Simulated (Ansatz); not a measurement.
**GdAg2 (I4/mmm) under compression and expansion**

```yaml
crystal:
  lattice:
    - [-1.87150, 1.87150, 4.67600]
    - [1.87150, -1.87150, 4.67600]
    - [1.87150, 1.87150, -4.67600]
  atoms:
    - { symbol: Gd, position: [0.00000, 0.00000, 0.00000] }
    - { symbol: Ag, position: [0.32700, 0.32700, 0.00000] }
    - { symbol: Ag, position: [0.67300, 0.67300, 0.00000] }
```

The reference geometry is a structure as deposited in COD; nothing is relaxed.

Common settings: PBEsol, 13×13×13 k mesh, Fermi–Dirac smearing of 0.05 eV. PAW means Ansatz 0.2.0 on its default frozen-core files; LAPW is all-electron LAPW in Ansatz 0.2.0. Site moments are integrated in spheres about the atoms, whose radii differ between the methods. Start moments of the first PAW run (μB): Gd1 7.

The cell shown is scaled evenly to other volumes, and every spin-polarised run starts from the same moments.

The search for lower states is left at its default.

Problem. Over V/V₀ from 0.66 to 1.25, do the moments collapse, and if so where?

Solution. The moments survive down to the smallest volume, V/V₀ = 0.66 at 79 GPa, where the largest is 6.90 μB.
```tsv
V/V₀	Å³/atom	M PAW (μB/cell)	M LAPW (μB/cell)	largest site moment, PAW (μB)	P PAW (GPa)	P LAPW (GPa)	F − F(unpolarised), PAW (meV/atom)
0.66	14.41	7.15	–	6.90	78.7	–	-2379
0.74	16.16	7.13	–	6.94	41.6	–	-2446
0.8	17.47	7.13	–	6.95	24.1	–	-2474
0.86	18.78	7.12	7.12	6.96	12.2	12.2	-2488
0.92	20.09	7.12	–	6.97	4.1	–	-2493
0.96	20.96	7.11	7.11	6.97	0.1	0.1	-2493
1	21.84	7.11	7.11	6.97	-3.0	-3.0	-2490
1.04	22.71	7.10	–	6.97	-5.4	–	-2485
1.1	24.02	7.10	7.09	6.96	-8.0	-8.0	-2476
1.25	27.30	7.07	–	6.93	-11.1	–	-2445
```

Problem. How fast does the largest site moment change with volume about V₀?

Solution. d ln m/d ln V ≈ ln(6.967/6.971)/ln(1.04/0.96) = -0.01. A value this small marks a localised or saturated moment.

Problem. Fit a third-order Birch–Murnaghan equation to the PAW pressures of the magnetic runs between 0.85 and 1.11 V₀. What are the zero-pressure volume and bulk modulus?

Solution. V = 20.99 Å³/atom (0.961 V₀), B = 83 GPa, B′ = 5.1, with a worst miss of 0.01 GPa. Cell shape and inner coordinates are held, so these aren't the relaxed crystal's values unless symmetry fixes them.

The PAW files were made with PBE; the program remakes their cores once for the run's functional and then keeps them frozen. Without U a semilocal functional puts the f levels too near the Fermi level, which can change moments and the order of magnetic states; site and cell moments are spin moments. Under strong compression frozen cores are worth checking against an all-electron run. Spin–orbit coupling is left out although heavy atoms are present. With open f shells a run can end in a state that isn't the lowest. The magnetic state is the one that this cell and start allow. It needn't be the compound's measured order, which may need a larger cell or be absent.
